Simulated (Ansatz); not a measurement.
CdTe (zinc blende), conventional cell a = b = c = 6.489 Å, α = β = γ = 90.00°. The calculation uses the primitive cell of 2 atoms, to which meshes and values per cell refer.

Two coordinates are scanned: the volume, and the ratio of the stretch along z (the conventional c axis) to the stretch across it. Atoms keep their fractional coordinates.

All values below come from PBEsol (plane waves to 420 eV, PAW, scalar-relativistic; Ansatz, a quantum-chemistry and plane-wave program). k mesh 9×9×9 (Γ-centred), Fermi-Dirac smearing 0.05 eV. E stands for the smeared free energy. CdTe was relaxed with its symmetry unable to fall. Spin-orbit coupling is left out, though Te is heavy. The zero of ΔE is the relaxed starting cell.

```json
[
 {"ΔE (meV/atom)": "(c/a)/(c/a)₀ = 0.880", "V/V₀ = 0.920": "44.2", "V/V₀ = 0.960": "21.8", "V/V₀ = 1.000": "16.8", "V/V₀ = 1.040": "25.5", "V/V₀ = 1.080": "45.2"},
 {"ΔE (meV/atom)": "(c/a)/(c/a)₀ = 0.940", "V/V₀ = 0.920": "36.1", "V/V₀ = 0.960": "…", "V/V₀ = 1.000": "4.3", "V/V₀ = 1.040": "…", "V/V₀ = 1.080": "29.5"},
 {"ΔE (meV/atom)": "(c/a)/(c/a)₀ = 1.000", "V/V₀ = 0.920": "33.1", "V/V₀ = 0.960": "7.6", "V/V₀ = 1.000": "0.0", "V/V₀ = 1.040": "6.5", "V/V₀ = 1.080": "24.3"},
 {"ΔE (meV/atom)": "(c/a)/(c/a)₀ = 1.060", "V/V₀ = 0.920": "36.5", "V/V₀ = 0.960": "…", "V/V₀ = 1.000": "4.5", "V/V₀ = 1.040": "…", "V/V₀ = 1.080": "29.6"},
 {"ΔE (meV/atom)": "(c/a)/(c/a)₀ = 1.120", "V/V₀ = 0.920": "…", "V/V₀ = 0.960": "23.9", "V/V₀ = 1.000": "18.1", "V/V₀ = 1.040": "26.2", "V/V₀ = 1.080": "45.3"}
]
```

Fill in the missing entries.


- (c/a)/(c/a)₀ = 0.940, V/V₀ = 0.960: 11.3
- (c/a)/(c/a)₀ = 0.940, V/V₀ = 1.040: 11.3
- (c/a)/(c/a)₀ = 1.060, V/V₀ = 0.960: 11.6
- (c/a)/(c/a)₀ = 1.060, V/V₀ = 1.040: 11.4
- (c/a)/(c/a)₀ = 1.120, V/V₀ = 0.920: 47.2

(A scan under strain: stresses follow from slopes of the energy per volume, elastic moduli from its curvatures.)
